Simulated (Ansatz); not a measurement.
Input:

Relaxed HfN (rock salt):

```xyz
4
Lattice="0.0000 4.5480 4.5480 2.2740 0.0000 2.2740 2.2740 2.2740 0.0000" Properties=species:S:1:pos:R:3 pbc="T T T"
N      0.0000     0.0000     0.0000
N      0.0000     2.2740     2.2740
Hf     2.2740     2.2740     2.2740
Hf     2.2740     4.5480     4.5480
```

Two-dimensional scan of atom 3 (Hf, nearest neighbour N at 2.274 Å; its periodic images, 3.2 Å or more away, move with it): u runs along (0.707, 0.707, 0.000), v along (0.000, 0.000, 1.000) (Cartesian). Cell and other atoms are fixed.

All values below come from PBE (plane waves to 420 eV, PAW, scalar-relativistic; Ansatz, a first-principles code). k mesh 7×14×14 (Γ-centred), Fermi-Dirac smearing 0.05 eV. Energies are smeared free energies. With partly filled bands, energies and forces of such displacements shift with the k mesh and the smearing. HfN is run without spin polarisation. HfN was relaxed with its symmetry unable to fall. Spin-orbit coupling is left out, though Hf is heavy. The PAW data are Ansatz's earlier set. ΔE is measured from the undisplaced structure. Axes are in Å.

The scan covers u from -0.340 to 0.340 Å in 7 points and v from -0.340 to 0.340 Å in 7 points.

**Question.** Is the undisplaced position a minimum, a maximum or a saddle of this map?

**Answer.** A minimum.

**Question.** What are the two principal curvatures of the energy at the centre?

**Answer.** 9.8 and 10.4 eV/Å².

(A displaced cell: forces are minus the slopes of the energy, force constants its curvatures, and phonons follow from these.)
